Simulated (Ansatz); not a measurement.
**Zn, dhcp: geometry optimisation**

All numbers below come from DFT, BLYP, plane waves (420 eV) with PAW, scalar-relativistic (Ansatz). The PAW files were generated under PBE, with cores re-solved for the functional.

k-point mesh 13×13×4, Fermi-Dirac smearing 0.1 eV, no spin polarisation. Cell and atoms relax.

Starting structure:

```yaml
crystal:
  lattice:
    - [2.78112, 0.00000, 0.00000]
    - [-1.39056, 2.40852, 0.00000]
    - [0.00000, 0.00000, 9.08313]
  atoms:
    - { symbol: Zn, position: [0.00000, 0.00000, 0.00000] }
    - { symbol: Zn, position: [0.00000, 0.00000, 0.50000] }
    - { symbol: Zn, position: [0.33333, 0.66667, 0.25000] }
    - { symbol: Zn, position: [0.66667, 0.33333, 0.75000] }
```

Problem. The pressure at the start is 5.7 GPa. By how much does the volume change?

Solution. From 15.21 to 19.01 Å³ per atom, 25.0 %. The final cell has a = 2.612 Å, c = 12.873 Å (c/a = 4.928).

The cell has left the dhcp structure type; it ends in P6_3/mmc.

Problem. How much energy does the relaxation gain?

Solution. 85.3 meV per atom.

Path of the relaxation (the plane waves are chosen anew near the end, which can shift the energy a little):

```tsv
step	E − E(final) (meV/atom)	V (Å³/atom)	P (GPa)	max force (eV/Å)
0	85.34	15.211	5.66	0.000
1	63.50	16.185	1.69	0.000
2	59.18	16.671	0.14	0.000
3	53.48	17.076	-1.05	0.000
4	40.57	17.269	-1.64	0.000
5	31.79	16.868	-0.34	0.000
6	31.56	16.741	0.05	0.000
7	31.55	16.747	0.01	0.000
8	23.90	16.747	0.68	0.000
9	15.45	17.032	0.79	0.000
10	9.20	17.393	0.79	0.000
11	6.58	17.992	-0.10	0.000
12	6.22	18.298	-0.02	0.000
13	5.88	18.152	0.01	0.000
14	5.89	18.179	0.00	0.000
15	2.83	18.179	0.25	0.000
16	1.13	18.507	0.22	0.000
17	0.49	19.043	0.19	0.000
18	0.38	19.064	-0.02	0.000
19	0.35	19.015	-0.01	0.000
20	0.00	19.015	-0.01	0.000
```
